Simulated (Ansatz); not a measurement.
CaZnC2O6:
```xyz
10
Lattice="2.4059 1.3891 5.3387 -2.4059 1.3891 5.3387 0.0000 -2.7782 5.3387" Properties=species:S:1:pos:R:3 pbc="T T T"
Ca     0.0000     0.0000     0.0000
Zn     0.0000     0.0000     8.0080
C      0.0000     0.0000    12.1347
C      0.0000     0.0000     3.8812
O      1.6654    -0.3381     6.7737
O     -1.6654     0.3381     9.2423
O     -1.1255    -1.2732     6.7737
O      1.1255     1.2732     9.2423
O     -0.5399     1.6113     6.7737
O      0.5399    -1.6113     9.2423
```

Relaxed with r²SCAN.

Q: Give the Bader charges and basin volumes of the independent atoms, r²SCAN in the plane-wave PAW code Ansatz.

A: 

```csv
atom,Bader charge (e),Bader volume (Å³)
Ca1,+1.67,11.9
Zn2,+1.46,8.7
C3,+2.37,3.1
O5,-1.31,13.4
```

Space group R-3. The workflow started from a Materials Project entry (that database holds measured and hypothetical structures alike); the Crystallography Open Database copy checked does not list it. Its standing as an ambient phase is unchecked. The r²SCAN relaxation kept the symmetry of its start; whether a distortion lowers the energy is not shown.

Potentials: the later of the program's two PAW sets.
